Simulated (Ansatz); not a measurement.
MgO:
```xyz
12
Lattice="3.2655 0.0000 0.0000 -1.6328 2.8280 0.0000 0.0000 0.0000 15.5081" Properties=species:S:1:pos:R:3 pbc="T T T"
Mg     0.0000     0.0000     5.4569
Mg     0.0000     0.0000     0.3211
Mg     0.0000     1.8853     2.8891
Mg     0.0000     1.8853     8.0345
Mg     0.0000     1.8853    13.2206
Mg     1.6328     0.9427    10.6430
O      0.0000     0.0000     2.3004
O      0.0000     0.0000     7.4369
O      0.0000     1.8853    15.2205
O      0.0000     1.8853     4.8682
O      0.0000     1.8853    10.0343
O      1.6328     0.9427    12.6229
```

x, y and z are the axes in which the lattice vectors are written.

Task: Give the proper piezoelectric stress tensor with relaxed ions from PBEsol (plane waves, PAW; program Ansatz).

Result: In C/m², rows x, y, z, Voigt columns; mesh uncertainty up to 0.00.
```
 0.00   0.00   0.00   0.00  -0.42   0.00
 0.00   0.00   0.00  -0.42   0.00   0.00
-0.59  -0.59   1.40   0.00   0.00   0.00
```

The elastic tensor of the same run (GPa):

```
      1     2     3     4     5     6
-  ----  ----  ----  ----  ----  ----
1   188   102  81.4   0.0   0.0   0.0
2   102   188  81.4   0.0   0.0   0.0
3  81.4  81.4   171   0.0   0.0   0.0
4   0.0   0.0   0.0  49.1   0.0   0.0
5   0.0   0.0   0.0   0.0  49.1   0.0
6   0.0   0.0   0.0   0.0   0.0  43.2
```

Task: Convert to strain constants d = e·S.

Result: In pC/N:
```
 0.0   0.0   0.0   0.0  -8.5   0.0
 0.0   0.0   0.0  -8.5   0.0   0.0
-6.0  -6.0  13.9   0.0   0.0   0.0
```

Space group P3m1. The workflow started from a Materials Project entry (that database holds measured and hypothetical structures alike); the Crystallography Open Database copy checked does not list it. It is not the phase usual at ambient conditions (space group No. 225). Symmetry was held in the PBEsol relaxation; whether a distortion lowers the energy is not shown. Signs of piezoelectric constants follow the polarity of the cell as given.

Potentials: the earlier of the program's two PAW sets. The files were generated under PBE; for other functionals the program regenerates the frozen cores, and for LDA and PBEsol the local potential too.
